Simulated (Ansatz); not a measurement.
The start is a generated cell, NbP built in the AFLOW prototype AB_tI16_140_ab_h (B37, as in TlSe). Cell shape, volume and atoms are optimised at zero target pressure with PBEsol (plane waves to 420 eV, PAW, scalar-relativistic; Ansatz, a program for electronic structure). The first steps use a coarse 6×6×6 k-mesh.

Starting cell:
```
NbP
1.0
   -3.27775     3.27775     2.86140
    3.27775    -3.27775     2.86140
    3.27775     3.27775    -2.86140
P Nb
4 4
Direct
  0.75000   0.75000   0.00000
  0.25000   0.25000   0.00000
  0.25000   0.75000   0.50000
  0.75000   0.25000   0.50000
  0.17900   0.67900   0.85800
  0.32100   0.17900   0.50000
  0.67900   0.82100   0.50000
  0.82100   0.32100   0.14200
```

- Initial pressure: +18 GPa (positive: the cell is compressed)
- Largest initial force: about 5.1 eV/Å, on Nb5, Nb6, Nb7, Nb8 (atoms numbered as listed)
- Outcome: The space group goes from I4/mcm (No. 140) to Pm-3m (No. 221); the end is CsCl type, with 2 atoms in the primitive cell
- Energy released: 0.89 eV/atom
- Volume change: -5.0 %, from 15.37 to 14.60 Å³/atom
- Shortest distances (start → end): The closest pairs of elements (up to four, under 3.6 Å), start → end: Nb–P 2.19 → 2.67 Å; P–P 2.86 → 3.08 Å; Nb–Nb 3.15 → 3.08 Å
- Band gap at the end: zero (metallic)
- Optimiser moves: 11

Final structure:

Space group Pm-3m (No. 221); a = 3.0792 Å, b = 3.0792 Å, c = 3.0792 Å, α = 90.00°, β = 90.00°, γ = 90.00°

```csv
atom,site,symmetry,x,y,z
P,1b,m-3m,0.5000,0.5000,0.5000
Nb,1a,m-3m,0.0000,0.0000,0.0000
```

Final values are on a 15×15×15 k-mesh of the relaxed cell. No spin polarisation in the result.

The run could not lose the symmetry of its start, so the end can be a saddle point.

The relaxed structure here is a generated cell of NbP: the first start was made by placing the elements on the sites of a structure type, and the end was not matched to a known phase here, so it may be hypothetical.
